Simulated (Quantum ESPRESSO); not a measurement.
## AlHf3O7F (finding a planted mistake in a log)

Simulated, not a measurement. The program is pw.x of Quantum ESPRESSO 7.5 (plane-wave density functional theory). The cell is made up: 12 atoms on a rutile lattice, with randomly drawn elements, strain and displacements, not relaxed. PseudoDojo standard norm-conserving files (v0.5 for PBE, v0.4.1 for LDA and PBEsol) set the functional; there is no spin polarisation, spin-orbit coupling or dispersion term, and the masses in the input are unused placeholders.

The hafnium pseudopotential is less sure than the others, with forces about 3 percent (worst 6) and pressure in oxides about 1.5 GPa (worst 2.7) from a second method in checks, which no rerun with the same files tests.

Intended input:

```
&control calculation='scf', pseudo_dir='./dojo.nc.sr.pbe.v0_5.standard.upf', outdir='./o', disk_io='low', tprnfor=.true., tstress=.true. /
&system ibrav=0, nat=12, ntyp=4, nbnd=50, ecutwfc=84.00895049, nosym=.true., tot_charge=0,
 occupations='smearing', smearing='fd', degauss=0.0018374661
/
&electrons conv_thr=7.350e-09, electron_maxstep=60, /
ATOMIC_SPECIES
Al 1.0 Al.upf
F 1.0 F.upf
Hf 1.0 Hf.upf
O 1.0 O.upf
CELL_PARAMETERS angstrom
4.9285 -0.0623 0.0112
-0.0623 4.8647 -0.0257
0.0149 -0.0339 6.3832
ATOMIC_POSITIONS angstrom
Al -0.0053 -0.0234 0.0234
Hf 2.4117 2.3825 1.6215
Hf 0.0116 -0.0277 3.1708
Hf 2.4465 2.3893 4.8037
O 1.4567 1.4801 -0.0085
O 3.4105 3.327 0.012
O 4.0009 0.8828 1.6176
O 0.9094 3.8958 1.5913
O 1.5034 1.4791 3.1526
F 3.3862 3.3233 3.1549
O 3.9533 0.8255 4.7899
O 0.9364 3.8879 4.8198
K_POINTS automatic
5 5 4 1 1 1
```

The log is shortened where brackets say so; the opening notice, blank lines, dates and the lines on written files are dropped, and the path of the files is cut. It prints rydbergs, bohrs and kilobars, and counts compression as positive stress. Where no state is partly filled, the Fermi energy that it prints is only some level between the filled and the empty states on the mesh, and need not lie in the true gap.

Log of the intended run:

```
     Program PWSCF v.7.5
     Parallel version (MPI & OpenMP), running on       4 processor cores
     Number of MPI processes:                 4
     Threads/MPI process:                     1
     [start-up lines left out]
     bravais-lattice index     =            0
     lattice parameter (alat)  =       9.3143  a.u.
     unit-cell volume          =    1032.5741 (a.u.)^3
     number of atoms/cell      =           12
     number of atomic types    =            4
     number of electrons       =        88.00
     number of Kohn-Sham states=           50
     kinetic-energy cutoff     =      84.0090  Ry
     charge density cutoff     =     336.0358  Ry
     scf convergence threshold =      7.3E-09
     mixing beta               =       0.7000
     number of iterations used =            8  plain     mixing
     Exchange-correlation= PBE
                           (   1   4   3   4   0   0   0)
     [axes and pseudopotential details left out]
   Cartesian axes
     site n.     atom                  positions (alat units)
         1        Al     tau(   1) = (  -0.0010753  -0.0047475   0.0047475  )
         2        Hf     tau(   2) = (   0.4892972   0.4833729   0.3289776  )
         3        Hf     tau(   3) = (   0.0023535  -0.0056199   0.6433070  )
         4        Hf     tau(   4) = (   0.4963576   0.4847526   0.9745975  )
         5        O      tau(   5) = (   0.2955422   0.3002897  -0.0017245  )
         6        O      tau(   6) = (   0.6919385   0.6749976   0.0024346  )
         7        O      tau(   7) = (   0.8117216   0.1791067   0.3281864  )
         8        O      tau(   8) = (   0.1845034   0.7903984   0.3228505  )
         9        O      tau(   9) = (   0.3050169   0.3000868   0.6396145  )
        10        F      tau(  10) = (   0.6870084   0.6742469   0.6400811  )
        11        O      tau(  11) = (   0.8020643   0.1674814   0.9717977  )
        12        O      tau(  12) = (   0.1899813   0.7887957   0.9778640  )
     number of k points=    50  Fermi-Dirac smearing, width (Ry)=  0.0018
                       cart. coord. in units 2pi/alat
        k(    1) = (   0.1010918   0.1031260   0.0968328), wk =   0.0400000
        k(    2) = (   0.1006659   0.1041405   0.2898813), wk =   0.0400000
     [further k points left out]
     Dense  grid:   107425 G-vectors     FFT dimensions: (  60,  54,  72)
     Estimated max dynamical RAM per process >     314.31 MB
     Estimated total dynamical RAM >       1.15 GB
     Initial potential from superposition of free atoms
     starting charge      87.9920, renormalised to      88.0000
     Starting wfcs are   66 randomized atomic wfcs
     total cpu time spent up to now is        6.3 secs
     per-process dynamical memory:   247.0 Mb
     Self-consistent Calculation
     iteration #  1     ecut=    84.01 Ry     beta= 0.70
     Davidson diagonalization with overlap
     ethr =  1.00E-02,  avg # of iterations =  2.0
     total cpu time spent up to now is       16.9 secs
     total energy              =    -623.41673016 Ry
     estimated scf accuracy    <       4.14614508 Ry
     iteration #  2     ecut=    84.01 Ry     beta= 0.70
     Davidson diagonalization with overlap
     ethr =  4.71E-03,  avg # of iterations =  5.1
     total cpu time spent up to now is       32.2 secs
     total energy              =    -623.03530331 Ry
     estimated scf accuracy    <      11.09106359 Ry
     [iterations 3 to 12 left out]
     iteration # 13     ecut=    84.01 Ry     beta= 0.70
     Davidson diagonalization with overlap
     ethr =  1.58E-10,  avg # of iterations =  2.0
     total cpu time spent up to now is      181.2 secs
     total energy              =    -625.47380808 Ry
     estimated scf accuracy    <       0.00000001 Ry
     iteration # 14     ecut=    84.01 Ry     beta= 0.70
     Davidson diagonalization with overlap
     ethr =  1.20E-11,  avg # of iterations =  4.3
     total cpu time spent up to now is      195.7 secs
     End of self-consistent calculation
     [lines on levels left out]
     the Fermi energy is     9.4177 ev
!    total energy              =    -625.47380808 Ry
     estimated scf accuracy    <          4.2E-09 Ry
     smearing contrib. (-TS)   =       0.00000000 Ry
     internal energy E=F+TS    =    -625.47380808 Ry
     The total energy is F=E-TS. E is the sum of the following terms:
     one-electron contribution =    -196.73272221 Ry
     hartree contribution      =     142.47726932 Ry
     xc contribution           =    -157.51749505 Ry
     ewald contribution        =    -413.70086014 Ry
     convergence has been achieved in  14 iterations
     Forces acting on atoms (cartesian axes, Ry/au):
     atom    1 type  1   force =     0.00218086    0.00363151   -0.01407225
     atom    2 type  3   force =    -0.04868779   -0.05422997   -0.20621500
     atom    3 type  3   force =     0.07982498    0.09040755    0.02778049
     atom    4 type  3   force =    -0.05171276   -0.05482540    0.17279568
     atom    5 type  4   force =     0.00462329   -0.00738244    0.00378761
     atom    6 type  4   force =     0.02069327    0.02491758   -0.00339448
     atom    7 type  4   force =    -0.00674846   -0.01049441   -0.00472536
     atom    8 type  4   force =    -0.00135111   -0.00165175   -0.00768212
     atom    9 type  4   force =    -0.00287155   -0.00801204    0.02869554
     atom   10 type  2   force =     0.01646268    0.01342775    0.01813610
     atom   11 type  4   force =     0.00147331   -0.00114579   -0.00201076
     atom   12 type  4   force =    -0.01388673    0.00535740   -0.01309546
     Total force =     0.319964     Total SCF correction =     0.000100
     Computing stress (Cartesian axis) and pressure
          total   stress  (Ry/bohr**3)                   (kbar)     P=      -81.32
  -0.00063024   0.00048694  -0.00003606          -92.71       71.63       -5.30
   0.00048694  -0.00055388   0.00003968           71.63      -81.48        5.84
  -0.00003606   0.00003968  -0.00047420           -5.30        5.84      -69.76
     init_run     :      6.03s CPU      6.24s WALL (       1 calls)
     electrons    :    188.77s CPU    189.35s WALL (       1 calls)
     forces       :      2.60s CPU      2.62s WALL (       1 calls)
     stress       :      9.16s CPU      9.39s WALL (       1 calls)
     [timing details left out]
     PWSCF        :   3m26.72s CPU   3m27.85s WALL
     JOB DONE.
```

A second run was made from an input with one planted mistake. Its log:

```
     Program PWSCF v.7.5
     Parallel version (MPI & OpenMP), running on       1 processor cores
     Number of MPI processes:                 1
     Threads/MPI process:                     1
     [start-up lines left out]
     bravais-lattice index     =            0
     lattice parameter (alat)  =       9.3143  a.u.
     unit-cell volume          =    1032.5741 (a.u.)^3
     number of atoms/cell      =           12
     number of atomic types    =            4
     number of electrons       =        88.00
     number of Kohn-Sham states=           50
     kinetic-energy cutoff     =      84.0090  Ry
     charge density cutoff     =     336.0358  Ry
     scf convergence threshold =      7.3E-09
     mixing beta               =       0.7000
     number of iterations used =            8  plain     mixing
     Exchange-correlation= PBE
                           (   1   4   3   4   0   0   0)
     [axes and pseudopotential details left out]
   Cartesian axes
     site n.     atom                  positions (alat units)
         1        Al     tau(   1) = (  -0.0010753  -0.0047475   0.0047475  )
         2        Hf     tau(   2) = (   0.4892972   0.4833729   0.3289776  )
         3        Hf     tau(   3) = (   0.0023535  -0.0056199   0.6433070  )
         4        Hf     tau(   4) = (   0.4963576   0.4847526   0.9745975  )
         5        O      tau(   5) = (   0.2955422   0.3002897  -0.0017245  )
         6        O      tau(   6) = (   0.6919385   0.6749976   0.0024346  )
         7        O      tau(   7) = (   0.8117216   0.1791067   0.3281864  )
         8        O      tau(   8) = (   0.1845034   0.7903984   0.3228505  )
         9        F      tau(   9) = (   0.3050169   0.3000868   0.6396145  )
        10        O      tau(  10) = (   0.6870084   0.6742469   0.6400811  )
        11        O      tau(  11) = (   0.8020643   0.1674814   0.9717977  )
        12        O      tau(  12) = (   0.1899813   0.7887957   0.9778640  )
     number of k points=    50  Fermi-Dirac smearing, width (Ry)=  0.0018
                       cart. coord. in units 2pi/alat
        k(    1) = (   0.1010918   0.1031260   0.0968328), wk =   0.0400000
        k(    2) = (   0.1006659   0.1041405   0.2898813), wk =   0.0400000
     [further k points left out]
     Dense  grid:   107425 G-vectors     FFT dimensions: (  60,  54,  72)
     Estimated max dynamical RAM per process >     181.15 MB
     Initial potential from superposition of free atoms
     starting charge      87.9920, renormalised to      88.0000
     Starting wfcs are   66 randomized atomic wfcs
     total cpu time spent up to now is       26.1 secs
     per-process dynamical memory:   112.6 Mb
     Self-consistent Calculation
     iteration #  1     ecut=    84.01 Ry     beta= 0.70
     Davidson diagonalization with overlap
     ethr =  1.00E-02,  avg # of iterations =  2.0
     total cpu time spent up to now is       76.2 secs
     total energy              =    -623.40423869 Ry
     estimated scf accuracy    <       4.15574658 Ry
     iteration #  2     ecut=    84.01 Ry     beta= 0.70
     Davidson diagonalization with overlap
     ethr =  4.72E-03,  avg # of iterations =  5.1
     total cpu time spent up to now is      139.6 secs
     total energy              =    -623.03144625 Ry
     estimated scf accuracy    <      11.09661906 Ry
     [iterations 3 to 12 left out]
     iteration # 13     ecut=    84.01 Ry     beta= 0.70
     Davidson diagonalization with overlap
     ethr =  1.73E-10,  avg # of iterations =  2.0
     total cpu time spent up to now is      789.7 secs
     total energy              =    -625.46838959 Ry
     estimated scf accuracy    <       0.00000001 Ry
     iteration # 14     ecut=    84.01 Ry     beta= 0.70
     Davidson diagonalization with overlap
     ethr =  1.38E-11,  avg # of iterations =  4.0
     total cpu time spent up to now is      847.1 secs
     End of self-consistent calculation
     [lines on levels left out]
     the Fermi energy is     9.3899 ev
!    total energy              =    -625.46838959 Ry
     estimated scf accuracy    <          3.6E-09 Ry
     smearing contrib. (-TS)   =       0.00000000 Ry
     internal energy E=F+TS    =    -625.46838959 Ry
     The total energy is F=E-TS. E is the sum of the following terms:
     one-electron contribution =    -196.77578062 Ry
     hartree contribution      =     142.48321715 Ry
     xc contribution           =    -157.51353072 Ry
     ewald contribution        =    -413.66229540 Ry
     convergence has been achieved in  14 iterations
     Forces acting on atoms (cartesian axes, Ry/au):
     atom    1 type  1   force =    -0.00365176   -0.00040926   -0.01477908
     atom    2 type  3   force =     0.07709740    0.06636693   -0.21226757
     atom    3 type  3   force =    -0.08701562   -0.07035136    0.03069678
     atom    4 type  3   force =     0.06068548    0.05127832    0.17342232
     atom    5 type  4   force =    -0.01465667   -0.02602724    0.00311045
     atom    6 type  4   force =    -0.00112244    0.00498473   -0.00207547
     atom    7 type  4   force =     0.00138766   -0.00214458   -0.00646666
     atom    8 type  4   force =     0.00816759    0.00405029   -0.00786848
     atom    9 type  2   force =    -0.03273909   -0.03502127    0.03555042
     atom   10 type  4   force =    -0.00900237   -0.01260590    0.01391995
     atom   11 type  4   force =     0.00814387    0.00920723   -0.00002306
     atom   12 type  4   force =    -0.00729406    0.01067211   -0.01321960
     Total force =     0.333322     Total SCF correction =     0.000065
     Computing stress (Cartesian axis) and pressure
          total   stress  (Ry/bohr**3)                   (kbar)     P=      -81.69
  -0.00066582   0.00048046  -0.00006083          -97.95       70.68       -8.95
   0.00048046  -0.00054799   0.00003031           70.68      -80.61        4.46
  -0.00006083   0.00003031  -0.00045212           -8.95        4.46      -66.51
     init_run     :     23.49s CPU     26.03s WALL (       1 calls)
     electrons    :    776.10s CPU    821.02s WALL (       1 calls)
     forces       :      9.30s CPU      9.41s WALL (       1 calls)
     stress       :     33.21s CPU     34.81s WALL (       1 calls)
     [timing details left out]
     PWSCF        :  14m 2.37s CPU  14m52.16s WALL
     JOB DONE.
```

Question: what was wrong in the second input?

Answer: two atoms have their elements exchanged. The input lines that differ, file-writing options aside:

```
- O 1.5034 1.4791 3.1526
+ F 1.5034 1.4791 3.1526
- F 3.3862 3.3233 3.1549
+ O 3.3862 3.3233 3.1549
```

```
                                            intended run  run with the mistake
                          free energy (eV)     -8510.005             -8509.931
                    smearing term -TS (eV)        0.0000                0.0000
                            pressure (GPa)         -8.13                 -8.17
            largest force component (eV/Å)         5.302                 5.458
largest change of a force component (eV/Å)                               4.290
                                iterations            14                    14
```

For scale, a rerun of the intended cell at a cutoff of 1437 eV and k mesh 7 x 7 x 6 moved values by no more than 0.004 eV in energy, 0.03 GPa in stress and 0.002 eV/Å in force.